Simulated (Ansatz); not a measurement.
An elastic tensor (GPa, Voigt order, standard axes) from LDA in the plane-wave PAW code Ansatz:

```
410  220  220  0.0  0.0  0.0
220  410  220  0.0  0.0  0.0
220  220  410  0.0  0.0  0.0
0.0  0.0  0.0  160  0.0  0.0
0.0  0.0  0.0  0.0  160  0.0
0.0  0.0  0.0  0.0  0.0  160
```

### Question
Pick the material that matches.
A) ScPd3, Cu3Au type
B) Cu3Au, Cu3Au type
C) TiPt3, Cu3Au type
D) ScAl3, Cu3Au type

### Answer
C, TiPt3, Cu3Au type

Space group Pm-3m (Cu3Au type). The cell was relaxed with LDA under the symmetry of its start; of distortions, only those at the zone centre were tested. The run is not spin-polarised. As this level gives no gap, shear constants depend on the k-mesh and smearing (Fermi–Dirac, 0.1 eV here). Spin–orbit coupling is left out wherever it is not named.

Potentials: the later of the program's two PAW sets.
